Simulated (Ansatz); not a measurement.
Here is the system:

ZnCu2SnS4:
```xyz
8
Lattice="-2.7023 2.7023 5.4259 2.7023 -2.7023 5.4259 2.7023 2.7023 -5.4259" Properties=species:S:1:pos:R:3 pbc="T T T"
Zn     0.0000     0.0000     0.0000
Cu     2.7023     0.0000     2.7130
Cu     0.0000     2.7023     2.7130
Sn     0.0000     0.0000     5.4259
S     -1.3921     1.3921     6.8678
S      1.3921     1.3921     3.9841
S      1.3921    -1.3921     6.8678
S      1.3102     1.3102    -1.4418
```

This is the r²SCAN-relaxed structure.

### Question
All from r²SCAN in the plane-wave PAW code Ansatz, unless another level is named. Give the gap with spin–orbit coupling.

### Answer
0.32 eV.

### Question
And the band gap?

### Answer
0.33 eV (direct).

### Question
Predict the valence-band maximum.

### Answer
at Γ.

### Question
Give the weight of the conduction-edge state by species (Voronoi cells).

### Answer
S 50 %, Sn 22 %, Cu 18 %, Zn 10 %.

Space group I-42m. The first step of the workflow began from a Materials Project structure, measured or hypothetical; the Crystallography Open Database copy checked does not list it. It is not the phase usual at ambient conditions (space group No. 82). The cell was relaxed with r²SCAN under the symmetry of its start; whether a distortion lowers the energy is not shown. No spin polarisation was allowed. Spin–orbit coupling is left out wherever it is not named.

Potentials: the later of the program's two PAW sets.
